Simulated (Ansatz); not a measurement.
# Computed properties of MnGe

MnGe:
```cif
data_Ge4Mn4
_chemical_formula_sum 'Mn4 Ge4'
_space_group_name_H-M_alt 'P 1'
_space_group_IT_number 1
_cell_length_a 4.68277
_cell_length_b 4.68277
_cell_length_c 4.68277
_cell_angle_alpha 90.000
_cell_angle_beta 90.000
_cell_angle_gamma 90.000
loop_
_space_group_symop_operation_xyz
  'x, y, z'
loop_
_atom_site_label
_atom_site_type_symbol
_atom_site_fract_x
_atom_site_fract_y
_atom_site_fract_z
_atom_site_occupancy
Mn1 Mn 0.63747 0.13747 0.36253 1
Mn2 Mn 0.86253 0.86253 0.86253 1
Mn3 Mn 0.13747 0.36253 0.63747 1
Mn4 Mn 0.36253 0.63747 0.13747 1
Ge1 Ge 0.34322 0.84322 0.65678 1
Ge2 Ge 0.15678 0.15678 0.15678 1
Ge3 Ge 0.84322 0.65678 0.34322 1
Ge4 Ge 0.65678 0.34322 0.84322 1
```
The run is spin-polarised; directions of the spins, atom by atom: ↑ ↑ ↑ ↑ 0 0 0 0.

Space group P2_13 (No. 198); conventional cell a = b = c = 4.6828 Å, α = β = γ = 90.00°.

Method: plane-wave PAW PBEsol (Ansatz code). Geometry: relaxed at this level of theory. Other levels are named where they apply.

### Cell and energy

- Volume per atom = 12.84 Å³
- Density = 8.25 g/cm³
- Formation energy from the elements (no fitted shifts) = -0.14 eV/atom

### Electronic structure

- Electronic character: metallic (no gap)
- Density of states at the Fermi level: 0.65 states/eV per atom (mean over ±0.08 eV)

### Magnetism

- Magnetic order = ferromagnetic
- Net moment = 0.95 μB per atom

The first step of the workflow began from a Materials Project structure, measured or hypothetical; the Crystallography Open Database copy checked does not list it. Whether it is the stable phase at ambient conditions was not checked. The cell was relaxed with PBEsol under the symmetry of its start; its stability against distortions is not shown here. Magnetic state: ferromagnetic, chosen from 4 collinear starts compared on coarse meshes (ties went to the first, and starts can fall back to one state), not a proven ground state. Point labels and valley counts follow the cell and symmetry of the run, lower than the named group. The references are the lowest solids computed at this level, not always the standard phases. Scalar-relativistic: spin–orbit coupling is off unless named, which matters more the heavier the elements.

Potentials: the later of the program's two PAW sets.
